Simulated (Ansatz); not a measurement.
input.yaml

```yaml
crystal:
  lattice:
    - [5.39518955, 0.0, 0.0]
    - [-2.697594775, 4.6723712085, 0.0]
    - [0.0, 0.0, 25.4987269957]
  atoms:
    - { symbol: Ru, position: [0.3333333333, 0.1666666667, 0.3137411527] }
    - { symbol: Ru, position: [0.3333333333, 0.6666666667, 0.3137411527] }
    - { symbol: Ru, position: [0.8333333333, 0.1666666667, 0.3137411527] }
    - { symbol: Ru, position: [0.8333333333, 0.6666666667, 0.3137411527] }
    - { symbol: Ru, position: [0.1666666667, 0.3333333333, 0.3973888187] }
    - { symbol: Ru, position: [0.1666666667, 0.8333333333, 0.3973888187] }
    - { symbol: Ru, position: [0.6666666667, 0.3333333333, 0.3973888187] }
    - { symbol: Ru, position: [0.6666666667, 0.8333333333, 0.3973888187] }
    - { symbol: Ru, position: [0.3338098382, 0.1661901618, 0.4816932676] }
    - { symbol: Ru, position: [0.3338098382, 0.6676196765, 0.4816932676] }
    - { symbol: Ru, position: [0.8323803235, 0.1661901618, 0.4816932676] }
    - { symbol: Ru, position: [0.8333333333, 0.6666666667, 0.4804062228] }
    - { symbol: Ru, position: [0.1666666667, 0.3333333333, 0.5668487539] }
    - { symbol: Ru, position: [0.1688173029, 0.8344086515, 0.5620256417] }
    - { symbol: Ru, position: [0.6655913485, 0.3311826971, 0.5620256417] }
    - { symbol: Ru, position: [0.6655913485, 0.8344086515, 0.5620256417] }
basis:
  ecutwfc: 420
kpoints:
  mp_grid: { grid: [4, 4, 1] }
hamiltonian:
  xc: pbe
  dispersion: d3bj
scf:
  occupations: { method: gaussian, width: 0.1 }
output:
  forces: true
  eigenvalues: true
  write_density: true
  volumetric_format: npy
efield:
  axis: 3
  dipole_correction: true
  ramp_width: 0.04
```

Run as
```bash
ansatz run input.yaml --threads 4 --pin off --max-ram 10240MiB --backend cpu --events-out ev --progress --plain --runs-dir out
```

The calculation used Ansatz 0.2.0, DFT PBE+D3(BJ), scalar-relativistic, plane waves, PAW.

From the run's log, abridged:

```
Pseudopotentials: kind: paw
Pseudopotential: Ru, paw, valence charge 16, recommended cutoff 420 eV (normal)
Functional definition: PBE
Crystal: 16 atoms, lattice volume = 642.780 Å³
Basis set: ecut = 420 eV, 12439 PW (Γ), exchange–correlation on 80×80×360 points (8 copies of the dense FFT grid, shifted against one another)
Bands: 154, of which v1, the nominal top of the filled ones, is band 128 counted from 1 (127 counted from 0)
Symmetry: 6 space group operations
Space group: P3m1 (ITA 156), of the structure as read, at distance tolerance 8.6e-5 Å
k-points: 4 of 16 (time reversal used)
Initial density: superposition of atomic densities (neutral atoms: chi_scale 0, normalization atom), corrected by the library's trained network
Initial wavefunctions: pseudopotential atomic-orbital guess
Functional: x = pbe(κ = 0.804, μ = 0.21951497), c = pbe(β = 0.06672455)
SCF iter   1: F=—  HF=-94058.005339 eV  |F-HF|=—  |Δ(HF+E_count)|=         —  Δρ=1.03e-2  dr2=2.60e0  ethr=1.77e-3  p=0.014 e·Å  D=4.00e-3 V/Å  ΔV_dip=-0.10 eV  dr2_dipole=1.74e-2  V_vac-E_F(+/−)=4.61/4.72 eV  ⟨swp⟩=8.0  Hψ=2518  notcnv=0
efield: sawtooth ramp at fractional position 0.9203 (placed from the atoms, in the widest stretch of the axis that holds none; the zero of the levels goes with the place), width 0.0400; the density the first Hamiltonian is built on has a dipole p = 0.014 e·Å; the dipole correction subtracts the counter field D = 4.00e-3 V/Å, which shifts the + side's vacuum level by -0.10 eV against the − side's; the planar-averaged density in the ramp window peaks in size at 3.4e-6 e/Å³
SCF iter   2: F=—  HF=-94057.977755 eV  |F-HF|=—  |Δ(HF+E_count)|=   2.76e-2  Δρ=6.38e-3  dr2=2.29e-1  ethr=1.02e-3  p=0.009 e·Å  D=2.57e-3 V/Å  ΔV_dip=-0.07 eV  dr2_dipole=1.96e-5  V_vac-E_F(+/−)=4.80/4.87 eV  ⟨swp⟩=2.0  Hψ=740  notcnv=0  defer=26
SCF iter   3: F=—  HF=-94057.940875 eV  |F-HF|=—  |Δ(HF+E_count)|=   3.69e-2  Δρ=2.66e-3  dr2=9.77e-2  ethr=8.94e-5  p=0.009 e·Å  D=2.57e-3 V/Å  ΔV_dip=-0.07 eV  dr2_dipole=4.52e-4  V_vac-E_F(+/−)=4.88/4.94 eV  ⟨swp⟩=3.0  Hψ=1043  notcnv=0  defer=27
SCF iter   4: F=—  HF=-94057.935344 eV  |F-HF|=—  |Δ(HF+E_count)|=   5.53e-3  Δρ=8.54e-4  dr2=1.63e-2  ethr=3.82e-5  p=0.008 e·Å  D=2.23e-3 V/Å  ΔV_dip=-0.06 eV  dr2_dipole=2.61e-6  V_vac-E_F(+/−)=4.91/4.97 eV  ⟨swp⟩=1.5  Hψ=583  notcnv=0  defer=27
SCF iter   5: F=—  HF=-94057.934779 eV  |F-HF|=—  |Δ(HF+E_count)|=   5.65e-4  Δρ=9.59e-5  dr2=2.61e-4  ethr=6.38e-6  p=0.007 e·Å  D=1.97e-3 V/Å  ΔV_dip=-0.05 eV  dr2_dipole=1.12e-5  V_vac-E_F(+/−)=4.95/5.00 eV  ⟨swp⟩=2.0  Hψ=659  notcnv=0  defer=27
SCF iter   6: F=—  HF=-94057.934853 eV  |F-HF|=—  |Δ(HF+E_count)|=   7.40e-5  Δρ=4.95e-5  dr2=4.49e-5  ethr=1.02e-7  p=0.006 e·Å  D=1.81e-3 V/Å  ΔV_dip=-0.05 eV  dr2_dipole=9.88e-7  V_vac-E_F(+/−)=4.96/5.01 eV  ⟨swp⟩=3.2  Hψ=1133  notcnv=0  defer=27
SCF iter   7: F=—  HF=-94057.935404 eV  |F-HF|=—  |Δ(HF+E_count)|=   5.51e-4  Δρ=2.58e-5  dr2=8.19e-6  ethr=1.75e-8  p=0.006 e·Å  D=1.73e-3 V/Å  ΔV_dip=-0.04 eV  dr2_dipole=5.49e-10  V_vac-E_F(+/−)=4.97/5.02 eV  ⟨swp⟩=2.5  Hψ=987  notcnv=0  defer=8
SCF iter   8: F=—  HF=-94057.935403 eV  |F-HF|=—  |Δ(HF+E_count)|=   6.50e-7  Δρ=8.58e-6  dr2=8.97e-7  ethr=3.20e-9  p=0.006 e·Å  D=1.71e-3 V/Å  ΔV_dip=-0.04 eV  dr2_dipole=9.55e-9  V_vac-E_F(+/−)=4.97/5.02 eV  ⟨swp⟩=2.8  Hψ=998  notcnv=0  defer=8
SCF iter   9: F=-94057.935403 eV  HF=-94057.935403 eV  |F-HF|=9.93e-8  |Δ(HF+E_count)|=   3.68e-7  Δρ=2.74e-6  dr2=5.61e-8  ethr=3.91e-11  p=0.006 e·Å  D=1.71e-3 V/Å  ΔV_dip=-0.04 eV  dr2_dipole=2.17e-9  V_vac-E_F(+/−)=4.98/5.02 eV  ⟨swp⟩=10.5  Hψ=3419  notcnv=0
SCF 1 converged in 9 iterations: F = -94057.935403 eV  dr2 = 5.61e-8
SCF converged after 9 iterations
Free energy (F): -94057.935403 eV
Harris-Foulkes:  -94057.935403 eV  (|F-HF|=9.93e-8)
Internal energy: -94057.782613 eV  (E = F + TS)
E sigma→0 (E₀):  -94057.859008 eV
Entropy (-TS):   -0.152790 eV (-9.549 meV/atom)
Fermi energy:    4.707487 eV
Dipole field:    D = 0.001740 V/Å  (p = 0.006182 e·Å, saw-weighted, corrected)
Work function:   Φ+ = 4.9750 eV   Φ− = 5.0193 eV
Levels:          The Fermi level and band energies are counted from a zero that moves with the ramp; work functions are not
--- Per-component energies (eV) ---
  E_band       = -5628.203515
  E_kinetic    = 8219.015971
  E_local      = -473694.755624  (includes V_loc(G=0)·N_el)
  E_nonlocal   = 5497.982194
  E_hartree    = 230857.294839
  E_xc         = -3038.170995
  E_vxc        = -3812.794087  (∫ρ·V_xc dr)
  E_paw        = -55375.099606  (= ΣΔE_a)
  E_vpaw       = -3552.268020  (= ΣTr[D̂ρ^β])
  E_aug_tail   = -0.003088  (compensation charges beyond the density's cutoff)
  E_efield     = 0.000005  (sawtooth field / dipole correction)
  E_vefield    = 0.015480  (∫n·V_field dr)
  E_ewald      = 193483.320407
  E_disp       = -7.366718  (pairwise vdW)
  E_smearing   = -0.152790  (= −TS)
--- Forces (eV/Å), atoms counted from 1 ---
  atom   1  Ru    -0.04158057     0.02400655     0.58850162
  atom   2  Ru     0.00000000    -0.04801311     0.58850162
  atom   3  Ru     0.04158057     0.02400655     0.58850162
  atom   4  Ru     0.00000000     0.00000000     0.66901838
  atom   5  Ru     0.00000000     0.00000000    -0.48968946
  atom   6  Ru     0.09438214     0.05449156    -0.67468423
  atom   7  Ru     0.00000000    -0.10898311    -0.67468423
  atom   8  Ru    -0.09438214     0.05449156    -0.67468423
  atom   9  Ru    -0.29197111     0.16856960     0.07395580
  atom  10  Ru     0.00000000    -0.33713920     0.07395580
  atom  11  Ru     0.29197111     0.16856960     0.07395580
  atom  12  Ru     0.00000000     0.00000000     0.39478936
  atom  13  Ru     0.00000000     0.00000000    -1.14275519
  atom  14  Ru    -0.09952832    -0.05746270     0.20175127
  atom  15  Ru     0.00000000     0.11492540     0.20175127
  atom  16  Ru     0.09952832    -0.05746270     0.20175127
--- Band table (eV) ---
  k-point 0: bands = ["-68.5549", "-68.4412", "-68.4163", "-68.4054", "-68.4054", "-68.3559", "-68.3559", "-68.3425", "-68.0381", "-67.9834", "-67.9505", "-67.9505", "-67.8826", "-67.8775", "-67.8775", "-67.8616", "-38.9645", "-38.9645", "-38.9480", "-38.9059", "-38.8890", "-38.8712", "-38.8712", "-38.5647", "-38.5647", "-38.5503", "-38.4740", "-38.4715", "-38.4715", "-38.4587", "-38.3244", "-38.3176", "-38.3176", "-38.2137", "-38.2137", "-38.2116", "-38.1771", "-38.1692", "-38.1692", "-38.1041", "-38.1041", "-38.1026", "-38.1026", "-38.0949", "-38.0064", "-38.0064", "-37.9490", "-37.9292", "-37.9292", "-37.8740", "-37.8639", "-37.8639", "-37.8537", "-37.8041", "-37.7744", "-37.7329", "-37.7 ...
  k-point 1: bands = ["-68.5351", "-68.4337", "-68.4274", "-68.4110", "-68.4056", "-68.3652", "-68.3559", "-68.3447", "-68.0249", "-67.9683", "-67.9608", "-67.9505", "-67.8950", "-67.8805", "-67.8776", "-67.8647", "-38.9051", "-38.8982", "-38.8778", "-38.8435", "-38.8300", "-38.8201", "-38.7981", "-38.5753", "-38.5496", "-38.5457", "-38.4785", "-38.4585", "-38.4478", "-38.3979", "-38.3600", "-38.3527", "-38.2902", "-38.2609", "-38.2582", "-38.1976", "-38.1660", "-38.1659", "-38.1499", "-38.1476", "-38.1435", "-38.1340", "-38.0835", "-38.0791", "-38.0632", "-38.0297", "-37.9209", "-37.9145", "-37.9072", "-37.8664", "-37.8570", "-37.8568", "-37.8484", "-37.8220", "-37.8207", "-37.7866", "-37.7 ...
  k-point 2: bands = ["-68.4916", "-68.4789", "-68.4120", "-68.4057", "-68.3979", "-68.3915", "-68.3558", "-68.3457", "-68.0014", "-67.9816", "-67.9505", "-67.9335", "-67.9298", "-67.8807", "-67.8776", "-67.8675", "-38.8181", "-38.8037", "-38.7976", "-38.7781", "-38.7656", "-38.7594", "-38.6310", "-38.6006", "-38.5936", "-38.5766", "-38.4432", "-38.4409", "-38.4339", "-38.3987", "-38.3768", "-38.3699", "-38.3502", "-38.3472", "-38.2999", "-38.2905", "-38.2271", "-38.2012", "-38.1144", "-38.1095", "-38.0955", "-38.0793", "-38.0438", "-38.0393", "-37.9681", "-37.9559", "-37.9274", "-37.9139", "-37.9122", "-37.8960", "-37.8895", "-37.8745", "-37.8646", "-37.8579", "-37.8478", "-37.8312", "-37.8 ...
  k-point 3: bands = ["-68.5010", "-68.4528", "-68.4424", "-68.4046", "-68.3917", "-68.3760", "-68.3685", "-68.3422", "-68.0040", "-67.9756", "-67.9543", "-67.9425", "-67.9071", "-67.9037", "-67.8682", "-67.8672", "-38.8264", "-38.8106", "-38.7709", "-38.7588", "-38.7504", "-38.7406", "-38.7129", "-38.6169", "-38.5603", "-38.5579", "-38.5326", "-38.4829", "-38.4160", "-38.3755", "-38.3651", "-38.3441", "-38.3426", "-38.2985", "-38.2887", "-38.2602", "-38.1991", "-38.1950", "-38.1869", "-38.1098", "-38.0941", "-38.0776", "-38.0587", "-38.0501", "-38.0057", "-37.9968", "-37.9526", "-37.9216", "-37.9118", "-37.8994", "-37.8861", "-37.8687", "-37.8550", "-37.8481", "-37.8462", "-37.8390", "-37.8 ...
```

Self-consistency was reached.

It took 9.8 s on 4 threads of Intel(R) Xeon(R) Platinum 8488C (Sapphire Rapids) (shared host), peak memory 1.7 GiB.